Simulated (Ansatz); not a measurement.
Total density of states per atom from PBE (plane waves, PAW; program Ansatz), in 0.25 eV bins, energy from the Fermi level:

```
E (eV) | states/eV/atom
    -7.85 | ## 0.19
    -7.60 | ## 0.20
    -7.35 | ## 0.21
    -7.10 | ### 0.23
    -6.85 | ### 0.24
    -6.60 | ### 0.26
    -6.35 | ### 0.29
    -6.10 | #### 0.32
    -5.85 | #### 0.36
    -5.60 | ##### 0.44
    -5.35 | ####### 0.63
    -5.10 | ########## 0.86
    -4.85 | ############# 1.09
    -4.60 | ############## 1.21
    -4.35 | ################ 1.36
    -4.10 | ############################## 2.56
    -3.85 | ############################## 2.56
    -3.60 | ############ 1.03
    -3.35 | ############### 1.30
    -3.10 | ############### 1.32
    -2.85 | ####### 0.59
    -2.60 | ##### 0.40
    -2.35 | #### 0.37
    -2.10 | ##### 0.41
    -1.85 | ##### 0.42
    -1.60 | #### 0.35
    -1.35 | #### 0.31
    -1.10 | #### 0.34
    -0.85 | #### 0.38
    -0.60 | ##### 0.44
    -0.35 | ##### 0.41
    -0.10 | #### 0.37
     0.15 | ### 0.29
     0.40 | ### 0.28
     0.65 | ### 0.28
     0.90 | ### 0.25
     1.15 | ### 0.27
     1.40 | #### 0.34
     1.65 | #### 0.31
     1.90 | #### 0.36
     2.15 | ##### 0.39
     2.40 | ##### 0.47
     2.65 | ###### 0.49
     2.90 | ##### 0.43
     3.15 | ##### 0.41
     3.40 | ##### 0.44
     3.65 | ##### 0.45
     3.90 | ##### 0.42
     4.15 | ##### 0.39
     4.40 | ##### 0.42
     4.65 | ###### 0.48
```

Task: Which of these materials gives this?
(A) Cu2O, anti-fluorite
(B) Al2O, anti-fluorite
(C) Al2Cu, I4/mcm (Cu on 4a, Al on 8h)
(D) Al, fcc (Cu type)

Result: C, Al2Cu, I4/mcm (Cu on 4a, Al on 8h). Within 0.5 eV of the Fermi level: Al 3p 58 %, Al 3s 23 %, Cu 3d 9 %, outside the projected shells 5 %. Projections are on Löwdin-orthogonalised atomic valence shells; empty p or d shells of many metals are not among them.

The cell was relaxed with PBE under the symmetry of its start. The run is not spin-polarised.

Potentials: the earlier of the program's two PAW sets.
